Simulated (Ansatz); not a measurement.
# Lu3AlAs4: rattling a relaxed structure

The structure comes from a generated guess, relaxed at this level; another structure or a mixture of phases may lie lower.

These are results of DFT PBE, scalar-relativistic, plane waves, PAW (Ansatz 0.2.0), not measurements. Settings: cutoff 420 eV, Γ-centred mesh 8×8×4 on the computed 8-atom cell, Gaussian smearing of 0.10 eV; no spin polarisation.

The cell below (8 atoms, space group P4/mmm (No. 123)) is relaxed within its symmetry.

```xyz
8
Lattice="3.9764 0.0000 0.0000 0.0000 3.9764 0.0000 0.0000 0.0000 11.2973" Properties=species:S:1:pos:R:3 pbc="T T T"
Lu    1.9882    1.9882    8.4902
Lu    0.0000    0.0000    5.6486
Lu    1.9882    1.9882    2.8071
Al    0.0000    0.0000    0.0000
As    0.0000    0.0000    2.7375
As    1.9882    1.9882    0.0000
As    0.0000    0.0000    8.5597
As    1.9882    1.9882    5.6486
```

For the test it was strained at random (σ = 1.5 % a component), the atoms were moved at random (σ = 0.15 Å), and all was relaxed again on a coarse 6×6×2 mesh (in the run’s order of axes) with 0.20 eV smearing, with no symmetry imposed.

Task: What happens?

Result: It doesn't return. The energy falls by 7 meV/atom on that mesh, the volume changes by 0.8 %, and the end has space group Pmm2 (No. 25) at a loose tolerance. Relaxed again on an 8×4×8 mesh with 0.10 eV smearing, the new structure lies 5 meV/atom below the first (mesh in the axes of the run's cell; the cell below is made exact in the group named). Space group Pmm2 (No. 25), orthorhombic, a = 4.000 Å, b = 11.185 Å, c = 4.032 Å. Around Lu on a site of symmetry m lie 6 As at 2.78–2.84 Å; around Lu on a site of symmetry mm2 lie 6 As at 2.84–2.93 Å; Al is surrounded by 2 As at 2.54 Å, 2 As at 2.72 Å and 2 As at 3.18 Å; As on a site of symmetry m is surrounded by 1 Al at 2.72 Å and 5 Lu at 2.84–2.93 Å; 2 more sites not described.

```yaml
crystal:
  lattice:
    - [4.00042, 0.00000, 0.00000]
    - [0.00000, 11.18509, 0.00000]
    - [0.00000, 0.00000, 4.03157]
  atoms:
    - { symbol: Lu, position: [0.50000, 0.74814, 0.47696] }
    - { symbol: Lu, position: [0.00000, 0.00000, 0.98662] }
    - { symbol: Lu, position: [0.50000, 0.25186, 0.47696] }
    - { symbol: Al, position: [0.00000, 0.50000, 0.11453] }
    - { symbol: As, position: [0.00000, 0.26162, 0.97751] }
    - { symbol: As, position: [0.50000, 0.50000, 0.50284] }
    - { symbol: As, position: [0.00000, 0.73838, 0.97751] }
    - { symbol: As, position: [0.50000, 0.00000, 0.48706] }
```
